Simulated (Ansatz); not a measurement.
Space group Pm-3m (No. 221). a = 4.132 Å, b = 4.132 Å, c = 4.132 Å, α = 90.00°, β = 90.00°, γ = 90.00°
| atom | site | symmetry | x | y | z |
| --- | --- | --- | --- | --- | --- |
| Hf | 1b | m-3m | 0.5000 | 0.5000 | 0.5000 |
| Pb | 1a | m-3m | 0.0000 | 0.0000 | 0.0000 |
| O | 3c | 4/mm.m | 0.0000 | 0.5000 | 0.5000 |

Equation of state of this HfPbO$_{3}$ structure (not necessarily the ground state), with shape and atoms relaxed at each volume where symmetry leaves them free. All numbers below come from DFT r2SCAN, scalar-relativistic, plane waves, PAW (Ansatz 0.2.0).

Plane waves to 500 eV, a k mesh through Γ of 6×6×6 on the computed 5-atom cell and Gaussian smearing (0.02 eV); no spin polarisation.

```csv
V (Å³/atom),E − E(largest V) (meV/atom),P (GPa),gap on mesh (eV)
12.419,74.87,30.04,2.94
12.843,8.30,20.61,2.94
13.266,-35.28,12.59,2.94
13.689,-59.30,5.77,2.93
14.113,-66.68,-0.04,2.91
14.536,-59.86,-4.99,2.84
14.960,-40.96,-9.21,2.74
15.524,0.00,-13.88,2.62
```

Question: Fit a third-order Birch–Murnaghan equation to E(V).

Answer: V0 = 14.11 Å³/atom, B0 = 179 GPa, B0' = 4.3.

Spin-orbit coupling is left out, which matters for the bands of heavy elements.

Symmetry holds off the tilts and polar distortions that many cubic perovskites undergo.

Cost: 8 runs of about 2.8 core-minutes in all, on Intel Xeon Processor @ 2.50GHz (Skylake/Cascade Lake) (shared hosts).